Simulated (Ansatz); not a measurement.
Sn:
```xyz
2
Lattice="3.3586 0.0000 0.0000 -1.6793 2.9087 0.0000 0.0000 0.0000 5.6699" Properties=species:S:1:pos:R:3 pbc="T T T"
Sn     0.0000     1.9391     4.2524
Sn     1.6793     0.9696     1.4175
```

Relaxed with PBE. Special points in fractions of this cell's reciprocal vectors: Γ (0.000, 0.000, 0.000); M (0.500, 0.000, 0.000); K (0.333, 0.333, 0.000); A (0.000, 0.000, 0.500); L (0.500, 0.000, 0.500); H (0.333, 0.333, 0.500).

**Question.** List the band energies nearest the Fermi level at these points for the program Ansatz at the PBE with spin–orbit coupling level (PAW).

**Answer.** In eV from the Fermi level; about four levels below and three above (degenerate sets whole), none deeper than 8.9 eV; points with the same levels are listed once.

```
k                    below                above
-  -----------------------  -------------------
Γ  -7.08 -7.08 -4.60 -4.60  5.69 5.69 6.31 6.31
M  -1.73 -1.73 -0.72 -0.72  1.23 1.23 2.33 2.33
K  -0.71 -0.71 -0.41 -0.41  0.23 0.23 0.88 0.88
A                        –  0.52 0.52 0.52 0.52
L  -3.99 -3.99 -3.99 -3.99  3.29 3.29 3.29 3.29
H  -2.01 -2.01 -1.76 -1.76  4.60 4.60 4.74 4.74
```

Space group P6_3/mmc (hcp (Mg type)). The start of the workflow was typed in or built on a structure type; neither database checked (COD, Materials Project) lists it. It is not the phase usual at ambient conditions (space group No. 141). The PBE relaxation kept the symmetry of its start; whether a distortion lowers the energy is not shown.

Potentials: the earlier of the program's two PAW sets.
